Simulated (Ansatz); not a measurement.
ZnSO$_{4}$:
```xyz
6
Lattice="0.0000 3.8961 3.8961 3.8961 0.0000 3.8961 3.8961 3.8961 0.0000" Properties=species:S:1:pos:R:3 pbc="T T T"
Zn     5.8442     5.8442     5.8442
S      0.0000     0.0000     0.0000
O      4.7460     6.9424     4.7460
O      6.9424     4.7460     4.7460
O      6.9424     6.9424     6.9424
O      4.7460     4.7460     6.9424
```

Tensor components refer to the Cartesian frame of this cell.

**Question.** Give the proper piezoelectric stress tensor with relaxed ions from PBEsol in the plane-wave PAW code Ansatz.

**Answer.** In C/m², rows x, y, z, Voigt columns; mesh uncertainty up to 0.00.
```
0.00  0.00  0.00  0.45  0.00  0.00
0.00  0.00  0.00  0.00  0.45  0.00
0.00  0.00  0.00  0.00  0.00  0.45
```

The elastic tensor of the same run (GPa):

```
83.1  74.5  74.5   0.0   0.0   0.0
74.5  83.1  74.5   0.0   0.0   0.0
74.5  74.5  83.1   0.0   0.0   0.0
 0.0   0.0   0.0  14.4   0.0   0.0
 0.0   0.0   0.0   0.0  14.4   0.0
 0.0   0.0   0.0   0.0   0.0  14.4
```

**Question.** Convert to strain constants d = e·S.

**Answer.** In pC/N:
```
 0.0   0.0   0.0  31.5   0.0   0.0
 0.0   0.0   0.0   0.0  31.5   0.0
 0.0   0.0   0.0   0.0   0.0  31.5
```

Space group F-43m. The workflow started from a Materials Project entry (that database holds measured and hypothetical structures alike); the Crystallography Open Database files this formula in space group No. 216, but the cells were not matched. Its standing as an ambient phase is unchecked. The PBEsol relaxation kept the symmetry of its start; its stability against distortions is not shown here.

Potentials: the later of the program's two PAW sets.
